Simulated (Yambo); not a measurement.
A G0W0@PBEsol run in Yambo for Rb₂NiF₆ (space group Fm-3m, No. 225) (2×2×2 Γ-centred k mesh, bands 5 to 222 and a 7 Ry block in the screening, 222 bands in G with the Bruneval-Gonze terminator, plasmon pole fitted at 27.2 eV) gives these matrix elements, in eV, at the band edges (X → X):

```
state               E0    <Vxc>     <Σx>  <Σc(E0)>      Z
---------------  -----  -------  -------  --------  -----
valence edge     0.000  -28.720  -37.643     6.846  0.759
conduction edge  1.638  -28.224  -23.163    -2.252  0.773
```

Task: Solve the linearised quasiparticle equation for both states, give the gap, and say how exchange and correlation each act on it.

Result: E = E0 + Z(Σx + Σc − Vxc). Valence: 0.000 + 0.759 × (-37.643 + (6.846) − (-28.720)) = -1.58 eV. Conduction: 1.638 + 0.773 × (-23.163 + (-2.252) − (-28.224)) = 3.81 eV. The gap is 5.38 eV, against 1.64 eV in PBEsol. Replacing Vxc by bare exchange alone would open it by 13.98 eV; correlation takes back 9.10 eV of that, and Z scales what is left. Nearest settings tried, and what they do to the gap: 146 bands in G: +14 meV; 146 bands in W, 146 bands in G: +47 meV; 3 Ry block (89 vectors against 339): +1034 meV. Not varied: mesh. So the settings aren't converged at that level. The k mesh is coarse. The 3d shell has no Hubbard U; the runs are without spin polarisation, and magnetic order was not tried.

Geometry of the Materials Project entry, not relaxed at this level; primitive cell a = b = c = 5.9108 Å, α = β = γ = 60.00°.
